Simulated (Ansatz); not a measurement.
Ca (fcc, Cu type)

```yaml
crystal:
  lattice:
    - [0.00000, 2.78428, 2.78428]
    - [2.78428, 0.00000, 2.78428]
    - [2.78428, 2.78428, 0.00000]
  atoms:
    - { symbol: Ca, position: [0.00000, 0.00000, 0.00000] }
```

The slice is a {110} plane (indices of the conventional cell) through the point (0.000, 0.000, 0.000) (fractional), spanned by u = [100] and v = [1 -1 -1] in vectors of this cell: u (3.94 Å) and v (5.57 Å, at 90° to u). It covers one period; positions are fractions (u, v).

The numbers are results of r2SCAN (plane waves to 500 eV, PAW, scalar-relativistic; Ansatz, a quantum-chemistry and plane-wave program), not measurements. k mesh 14×14×14. Inside the PAW spheres the values are not all-electron values, and peaks at nuclei hang on which shells count as valence. Ca was relaxed with its symmetry unable to fall. The PAW data are Ansatz's earlier set.

### Question
What is the ELF at the midpoint of the shortest Ca–Ca line in this plane (3.94 Å)?

### Answer
0.4.

### Question
What is the valence density on the shortest Ca–Ca line in this plane (3.94 Å), at its midpoint?

### Answer
0.05 e/Å³.

### Question
Sketch the electron localisation function (ELF) on this plane as a map.

### Answer
```
|xxxxxx999977330000002244442200000033779999xxxx|
|xxxxxx999966220000002244442200000022669999xxxx|
|9999999988440000001133444433110000004488999999|
|9999998855110000002244555544220000001155889999|
|8877664411000000113355555555331100000011446677|
|3322110000000000224455666655442200000000001122|
|0000000000001122445566666666554422110000000000|
|0000000000112244556666666666665544221100000000|
|1111112222444455666666666666666655554422221111|
|3344444455556666666666666666666666665555444444|
|6666666666666666666666555566666666666666666666|
|7777777777777766665555555555556666777777777777|
|7777777777777766665555555555556666777777777777|
|8888888877777766555544444444555566777777888888|
|8888888877777766555544444444555566777777888888|
|8888888877777766555544444444555566777777888888|
|8888888877777766555544444444555566777777888888|
|8888888877777766555544444444555566777777888888|
|7777777777777766665555555555556666777777777777|
|7777777777777766665555555555556666777777777777|
|6666666666666666666666555566666666666666666666|
|3344444455556666666666666666666666665555444444|
|1111112222445555666666666666666655444422221111|
|0000000000112244556666666666665544221100000000|
|0000000000001122445566666666554422110000000000|
|3322110000000000224455666655442200000000001122|
|8877664411000000113355555555331100000011446677|
|9999998855110000002244555544220000001155889999|
|9999999988440000001133444433110000004488999999|
|xxxxxx999966220000002244442200000022669999xxxx|
|xxxxxx999977330000002244442200000033779999xxxx|
|xxxxxx999988330000002244442200000033889999xxxx|
```
Scale: ten equal steps from 0.04 (start of '0') to 0.86 (end of '9'), in the order '0123456789'. Values: electron localisation function (ELF). The map has 23 points along u (two characters each, u = 0 at the left) and 32 along v (v = 0 in the bottom row). Points within 0.5 Å of a nucleus are blanked (x), as the pseudised field means little there.
